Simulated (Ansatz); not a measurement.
# NMR crystallography of MoS2 with indium replacing Mo: given against relaxed positions

Start: a supercell of MoS2 (space group P6_3/mmc) built from a COD entry, with all atoms left at the host's positions.

```yaml
crystal:
  lattice:
    - [9.50700, 0.00000, 0.00000]
    - [-3.16900, 5.48887, 0.00000]
    - [0.00000, 0.00000, 12.32400]
  atoms:
    - { symbol: In, position: [0.11111, 0.33333, 0.25000] }
    - { symbol: Mo, position: [0.11111, 0.83333, 0.25000] }
    - { symbol: Mo, position: [0.44444, 0.33333, 0.25000] }
    - { symbol: Mo, position: [0.44444, 0.83333, 0.25000] }
    - { symbol: Mo, position: [0.77778, 0.33333, 0.25000] }
    - { symbol: Mo, position: [0.77778, 0.83333, 0.25000] }
    - { symbol: Mo, position: [0.22222, 0.16667, 0.75000] }
    - { symbol: Mo, position: [0.22222, 0.66667, 0.75000] }
    - { symbol: Mo, position: [0.55556, 0.16667, 0.75000] }
    - { symbol: Mo, position: [0.55556, 0.66667, 0.75000] }
    - { symbol: Mo, position: [0.88889, 0.16667, 0.75000] }
    - { symbol: Mo, position: [0.88889, 0.66667, 0.75000] }
    - { symbol: S, position: [0.11111, 0.33333, 0.62300] }
    - { symbol: S, position: [0.11111, 0.83333, 0.62300] }
    - { symbol: S, position: [0.44444, 0.33333, 0.62300] }
    - { symbol: S, position: [0.44444, 0.83333, 0.62300] }
    - { symbol: S, position: [0.77778, 0.33333, 0.62300] }
    - { symbol: S, position: [0.77778, 0.83333, 0.62300] }
    - { symbol: S, position: [0.22222, 0.16667, 0.12300] }
    - { symbol: S, position: [0.22222, 0.66667, 0.12300] }
    - { symbol: S, position: [0.55556, 0.16667, 0.12300] }
    - { symbol: S, position: [0.55556, 0.66667, 0.12300] }
    - { symbol: S, position: [0.88889, 0.16667, 0.12300] }
    - { symbol: S, position: [0.88889, 0.66667, 0.12300] }
    - { symbol: S, position: [0.11111, 0.33333, 0.87700] }
    - { symbol: S, position: [0.11111, 0.83333, 0.87700] }
    - { symbol: S, position: [0.44444, 0.33333, 0.87700] }
    - { symbol: S, position: [0.44444, 0.83333, 0.87700] }
    - { symbol: S, position: [0.77778, 0.33333, 0.87700] }
    - { symbol: S, position: [0.77778, 0.83333, 0.87700] }
    - { symbol: S, position: [0.22222, 0.16667, 0.37700] }
    - { symbol: S, position: [0.22222, 0.66667, 0.37700] }
    - { symbol: S, position: [0.55556, 0.16667, 0.37700] }
    - { symbol: S, position: [0.55556, 0.66667, 0.37700] }
    - { symbol: S, position: [0.88889, 0.16667, 0.37700] }
    - { symbol: S, position: [0.88889, 0.66667, 0.37700] }
```

Sites (sets of like atoms) are named by element and the number of their first atom in this list.

Method: Kohn–Sham DFT in Ansatz, PBE, plane waves and PAW, scalar-relativistic, collinear spin, 420 eV cutoff, Γ-centred 3×4×2 k-points, Fermi–Dirac smearing 0.01 eV. Start moments as typed (μB): 1 on each In, none on the rest.

The largest force at the start is 2.1 eV/Å. Relaxing the ions at fixed cell moves them by 0.186 Å at most (atom 23, S) and 0.075 Å rms.

```tsv
site	atom	moved (Å)	first shell before	first shell after	V_zz before (10²¹ V/m²)	η before
In	1	0.031	6 S at 2.41 Å	6 S at 2.55–2.56 Å	-9.12	0.19
Mo2	2	0.044	6 S at 2.41 Å	6 S at 2.40–2.42 Å	-9.86	0.12
Mo4	4	0.085	6 S at 2.41 Å	6 S at 2.40–2.42 Å	-9.30	0.33
Mo5	5	0.079	6 S at 2.41 Å	6 S at 2.37–2.42 Å	-9.71	0.35
Mo6	6	0.092	6 S at 2.41 Å	6 S at 2.38–2.42 Å	-9.52	0.42
S19	19	0.146	2 Mo at 2.41 Å, 1 In at 2.41 Å	2 Mo at 2.40–2.42 Å, 1 In at 2.56 Å	3.78	0.93
S20	20	0.160	2 Mo at 2.41 Å, 1 In at 2.41 Å	2 Mo at 2.40–2.42 Å, 1 In at 2.56 Å	3.80	0.96
S22	22	0.045	3 Mo at 2.41 Å	3 Mo at 2.38–2.41 Å	-5.13	0.05
S23	23	0.186	1 In at 2.41 Å, 2 Mo at 2.41 Å	2 Mo at 2.42 Å, 1 In at 2.55 Å	-5.48	0.49
S24	24	0.024	3 Mo at 2.41 Å	3 Mo at 2.41–2.42 Å	-5.85	0.05
```

Problem. How do the gradients change?

Solution. 

| site | atom | V_zz after | η after | change of V_zz |
| --- | --- | --- | --- | --- |
| In | 1 | -5.19 | 0.39 | +3.93 |
| Mo2 | 2 | -11.62 | 0.07 | -1.76 |
| Mo4 | 4 | -8.11 | 0.50 | +1.19 |
| Mo5 | 5 | -10.03 | 0.36 | -0.32 |
| Mo6 | 6 | -10.50 | 0.43 | -0.98 |
| S19 | 19 | -2.79 | 0.99 | – |
| S20 | 20 | 2.80 | 0.95 | -1.00 |
| S22 | 22 | -5.08 | 0.26 | +0.05 |
| S23 | 23 | -4.42 | 0.67 | +1.06 |
| S24 | 24 | -6.04 | 0.17 | -0.19 |

The largest change of V_zz along a kept axis is on In, from -9.12 to -5.19. In per cent, |V_zz| changes by -43 on In, -13 to +18 on Mo, -26 to +3 on S (all sites that start above 2, bar those whose gradient vanishes or changes sign or whose main axis turns by over 40°). Where |V_zz| stays above 0.1 and the axes keep their order, η moves most on S22, from 0.05 to 0.26. On S24 V_xx and V_yy change places (or their axes turn by over 50°), so the two values of η hide a larger change. On S19 the largest principal value lies along another axis in the second run, so the two V_zz can't be compared directly. The table leaves out 14 of the 24 sites, with |V_zz| up to 9.45; their tensors move by 0.47 at most along any direction. The statements above cover all sites. The electronic state changes along with the positions (absolute moment from 0.8 to 1.2 μB), so the changes aren't those of geometry alone. The host's own positions weren't relaxed first, so part of the change far from the defect can be the host's relaxation.

The defect repeats with the cell of 36 atoms, so it feels its images: sites between two images don't show the values beside a lone defect, and zeros or small values of η there can come from the images' arrangement. Mo and S carry a gradient in the pure host already, so the values there aren't the defect's effect alone. The shape of the repeated cell lowers the symmetry of the defect's site from -6m2 to m, so η and the spread among like neighbours partly reflect the cell. The defect cell has no gap above 0.1 eV on its mesh, so the values can hang on the smearing and the k-mesh. Without spin–orbit coupling (the program notes it for In and Mo) the gradients can shift by some per cent, and by up to a factor of two as the program warns, since there is no gap. The run lost most of its start moments on In; a state with other moments may lie lower.
Before: The cell keeps the host's lattice, and with the defect in it the PBE pressure is 6 GPa. The neighbours have not yet relaxed around the defect (largest force 2.1 eV/Å), and relaxing can change the values around it severalfold.
After: The relaxation keeps the site symmetry m of the start, so the impurity can move only within its mirror plane; a distortion that would localise the partly filled state isn't explored.
